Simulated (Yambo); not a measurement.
# Optical response of RbLuO₂

```xyz
4
Lattice="1.6910 0.9763 6.4254 -1.6910 0.9763 6.4254 0.0000 -1.9526 6.4254" Properties=species:S:1:pos:R:3 pbc="T T T"
O      0.0000     0.0000    14.9402
O      0.0000     0.0000     4.3359
Rb     0.0000     0.0000     0.0000
Lu     0.0000     0.0000     9.6380
```

Yambo, RPA with local fields on PBEsol bands; 6×6×6 mesh, 59 bands, 4 Ry local-field block, 0.2 eV broadening; field along x.

```csv
E (eV),Im ε,Re ε,"Im ε, independent particles"
0.0,0.00,4.04,0.00
0.4,0.01,4.05,0.01
0.8,0.02,4.08,0.02
1.1,0.03,4.12,0.03
1.5,0.04,4.18,0.04
1.9,0.05,4.26,0.06
2.2,0.08,4.38,0.08
2.6,0.11,4.55,0.12
3.0,0.19,4.81,0.21
3.4,0.48,5.17,0.51
3.8,0.96,5.17,1.04
4.1,1.18,5.33,1.32
4.5,1.59,5.42,1.78
4.9,2.49,5.15,2.71
5.2,2.72,4.86,3.05
5.6,2.72,4.30,3.09
6.0,2.86,4.41,3.31
6.4,3.64,4.04,4.19
6.8,2.91,3.11,3.26
7.1,2.92,3.49,3.29
7.5,2.90,3.47,3.23
7.9,3.47,3.40,3.90
8.2,3.85,2.93,4.28
8.6,3.52,2.31,3.85
9.0,3.18,2.50,3.46
9.4,3.87,2.33,4.27
9.8,3.58,1.56,4.13
10.1,3.81,1.47,4.44
10.5,3.34,0.89,4.08
10.9,3.12,0.94,3.76
11.2,2.88,0.49,3.41
11.6,2.41,0.63,2.90
12.0,2.55,0.62,2.95
12.4,1.96,0.50,2.23
12.8,1.98,0.91,2.36
13.1,2.09,0.92,2.52
13.5,2.17,0.81,2.60
13.9,2.29,0.64,3.01
14.2,2.00,0.38,2.54
14.6,1.77,0.41,2.30
15.0,1.70,0.49,2.38
15.4,1.63,0.64,2.31
15.8,1.73,0.36,2.32
16.1,1.48,0.32,2.05
16.5,1.42,0.43,2.23
16.9,1.27,0.39,2.06
17.2,1.23,0.43,2.08
17.6,1.14,0.42,1.86
18.0,1.03,0.48,1.65
18.4,1.01,0.69,1.80
18.8,1.10,0.74,1.86
19.1,1.27,0.53,1.62
19.5,0.93,0.46,1.36
19.9,0.98,0.65,1.64
```

Peak heights and small wiggles depend on the k mesh. Convergence of the RPA response with its 6×6×6 mesh was not tested. No excitonic effects at this level.

The 4f states are in the valence at their DFT position.

Geometry relaxed with PBEsol.
